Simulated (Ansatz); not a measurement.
Input:

KTaO3:
```cif
data_KO3Ta
_chemical_formula_sum 'K1 Ta1 O3'
_space_group_name_H-M_alt 'P 1'
_space_group_IT_number 1
_cell_length_a 4.02445
_cell_length_b 4.02445
_cell_length_c 4.02445
_cell_angle_alpha 90.000
_cell_angle_beta 90.000
_cell_angle_gamma 90.000
loop_
_space_group_symop_operation_xyz
  'x, y, z'
loop_
_atom_site_label
_atom_site_type_symbol
_atom_site_fract_x
_atom_site_fract_y
_atom_site_fract_z
_atom_site_occupancy
K1 K 0.50000 0.50000 0.50000 1
Ta1 Ta 0.00000 0.00000 0.00000 1
O1 O 0.00000 0.50000 0.00000 1
O2 O 0.50000 0.00000 0.00000 1
O3 O 0.00000 0.00000 0.50000 1
```

This is the PBE-relaxed structure.

Question: All from PBE in the plane-wave PAW code Ansatz, unless another level is named. Give the Debye temperature from the elastic constants.

Answer: 594 K.

Question: Predict the highest zone-centre frequency (without LO–TO term).

Answer: 503 cm⁻¹.

Space group Pm-3m (cubic perovskite). The PBE relaxation kept the symmetry of its start. At this level the phase is dynamically unstable (imaginary phonons). No spin polarisation was allowed. Scalar-relativistic: spin–orbit coupling is off unless named, which matters more the heavier the elements.

Potentials: the later of the program's two PAW sets.
